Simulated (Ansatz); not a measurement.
CdIn2Te4 in space group I-4 (No. 82; Cd on 2a, In on 2b, In on 2d, Te on 8g), r²SCAN in the plane-wave PAW code Ansatz. The conduction-band minimum lies at Γ, with 1 equivalent valley. Second derivatives d²E/dk² of the lowest band at one valley (eV·Å²), along Cartesian directions:

| direction | d²E/dk² |
|---|---|
| [100] | 62.34 |
| [010] | 62.34 |
| [001] | 46.20 |
| [110] | 62.26 |
| [101] | 54.22 |
| [011] | 54.22 |

Task: Find the principal effective masses, the density-of-states mass and the conductivity mass.

Result: Off-diagonal terms follow from H_xy = H[110] − (H_xx + H_yy)/2, and m*/mₑ = 7.620 eV·Å² over each eigenvalue: 0.12, 0.12, 0.16. One valley's DOS mass (m₁m₂m₃)^(1/3) = 0.14, conductivity mass 3/(Σ 1/mᵢ) = 0.13 mₑ.

Task: What effective density of states Nc follows at 300 K for parabolic valleys?

Result: Nc = 2.509e19 × 1 × (0.14)^(3/2) ≈ 1.3e18 cm⁻³.

The first step of the workflow began from a Materials Project structure, measured or hypothetical; the Crystallography Open Database files this formula in space group No. 82, but the cells were not matched. Whether it is the stable phase at ambient conditions was not checked. The cell was relaxed with r²SCAN under the symmetry of its start; whether a distortion lowers the energy is not shown. Spin–orbit coupling is left out wherever it is not named.

Potentials: the later of the program's two PAW sets.

Edges and masses are those of Kohn–Sham bands, whose gap is no quasiparticle gap.
